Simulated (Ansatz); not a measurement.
# Formation energy of Sc2S (CdCl2 type)

```
CELL_PARAMETERS angstrom
1.78139 -1.02848 5.63748
0.00000 2.05697 5.63748
-1.78139 -1.02848 5.63748
ATOMIC_POSITIONS crystal
S 0.00000 0.00000 0.00000
Sc 0.24582 0.24582 0.24582
Sc 0.75418 0.75418 0.75418
```

The cell comes from a relaxation on PAW files under the same functional, begun from a prototype that needn't be the stable phase.

All numbers are PBE results (scalar-relativistic) from Ansatz 0.2.0, with a Γ-centred 12×12×12 k mesh, Fermi–Dirac smearing of 0.05 eV, no spin polarisation. Methods: LAPW: all electrons, basis error target 0.5 meV/atom; PAW: frozen-core files, cutoff 420 eV.

The elements are taken as S S6 rings, Sc hcp, each relaxed on PAW files under the same functional and computed by the same method as the compound; zero-point and thermal terms are left out. PBE lacks dispersion, which leaves layered or molecular solids underbound, be they references or the compound itself. S6 rings stand in for α-S8.

Q: What is the formation energy by LAPW, and how far do the other methods lie from it?

A: -1.263 eV/atom; PAW -0.9 meV/atom. The compound is bound against these elements; other compounds of the system weren't compared.

Q: Give the LAPW value for one formula unit in kJ/mol.

A: -1.263 eV/atom × 3 atoms × 96.485 kJ/(mol·eV) = -365.6 kJ/mol, at zero temperature and without zero-point motion.

Q: How does the cell move when LAPW relaxes it further?

A: The volume goes from 20.657 to 20.650 Å³/atom (-0.04 %).

Q: What Bader charges does the PAW density give?

A: S1 -1.80 e, Sc2 +0.90 e.
